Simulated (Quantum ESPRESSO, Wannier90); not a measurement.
**Wannier functions of InGaAs$_{2}$ (P-4m2)**

```xyz
4
Lattice="4.2250 0.0000 0.0000 0.0000 4.2250 0.0000 0.0000 0.0000 5.9622" Properties=species:S:1:pos:R:3 pbc="T T T"
In     0.0000     0.0000     2.9811
Ga     2.1125     2.1125     0.0000
As     2.1125     0.0000    -1.3804
As     0.0000     2.1125     1.3804
```

Cell from Materials Project (mp-1223781), symmetrised, no further relaxation. Not found in the COD (Crystallography Open Database) copy used; not checked further. Computed values, not measurements, from LDA: Quantum ESPRESSO (norm-conserving PseudoDojo potentials, cutoff 64 Ry, no spin polarisation, no spin-orbit coupling) on a Γ-centred 8×8×6 mesh, then Wannier90. Density: 8×8×6 mesh, cold smearing 0.01 Ry. Spin-orbit coupling is left out although heavy elements are present.

A tight-binding model is made by disentanglement and projection with no localisation steps (num_iter = 0), so the 16 orbitals stay atom-like: hydrogen-like In: s;p; Ga: s;p; As: s;p, axes along x, y, z; frozen window up to 1.50 eV relative to the Fermi level. It follows pw.x to 1.5 meV rms for states up to 1.0 eV relative to the Fermi level. Matrix elements depend on this choice of orbitals and windows.

Q: What are the on-site energies relative to the Fermi level, and how fast do the hoppings decay?

A: 
```csv
atom,orbitals,energy (eV)
In1,s,-2.29
In1,pz,3.44
In1,px py,3.29
Ga2,s,-3.04
Ga2,pz,2.96
Ga2,px py,3.19
As3,s,-8.42
As3,pz,0.59
As3,px,0.56
As3,py,0.71
As4,s,-8.42
As4,pz,0.59
As4,px,0.71
As4,py,0.56
```

```tsv
distance of the centres (Å)	largest modulus (eV)
2–3	1.9
3–4	0.40
4–5	0.45
5–6	0.060
6–7	0.13
7–8	0.026
8–9	0.027
9–10	0.0068
10–11	0.0074
11–12	0.0033
12–13	0.0070
```
